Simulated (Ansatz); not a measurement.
CdS:
```cif
data_Cd2S2
_chemical_formula_sum 'Cd2 S2'
_space_group_name_H-M_alt 'P63mc'
_space_group_IT_number 186
_space_group_name_Hall 'P 6c -2c'
_cell_length_a 4.16414
_cell_length_b 4.16414
_cell_length_c 6.76581
_cell_angle_alpha 90.000
_cell_angle_beta 90.000
_cell_angle_gamma 120.000
loop_
_atom_site_label
_atom_site_type_symbol
_atom_site_symmetry_multiplicity
_atom_site_Wyckoff_symbol
_atom_site_fract_x
_atom_site_fract_y
_atom_site_fract_z
_atom_site_occupancy
Cd1 Cd 2 b 0.66667 0.33333 0.00108 1
S1 S 2 b 0.33333 0.66667 0.12412 1
```

Relaxed with r²SCAN.

**Question.** Give the optical modes at the zone centre with their infrared and Raman activity from DFPT, r²SCAN (plane waves, PAW; program Ansatz).

**Answer.** Transverse frequencies, without the LO–TO term; a row sums one degenerate level.

```tsv
ω (cm⁻¹)	degeneracy	IR ((D/Å)²/amu)	Raman (Å⁴/amu)	activity	symmetry
42	2	0.00	0.73	Raman	E2
133	1	0.00	0	silent	B1
223	1	9.16	15	IR+Raman	A1
231	2	17.07	10	IR+Raman	E1
245	2	0.00	12	Raman	E2
295	1	0.00	0	silent	B1
```

**Question.** How high does the top mode go among those that the LO–TO term moves?

**Answer.** 295 cm⁻¹ for q along x, 295 cm⁻¹ for q along y, 292 cm⁻¹ for q along z.

Space group P6_3mc (wurtzite). The cell was relaxed with r²SCAN under the symmetry of its start; phonons on a q-mesh show no instability.

Potentials: the later of the program's two PAW sets.
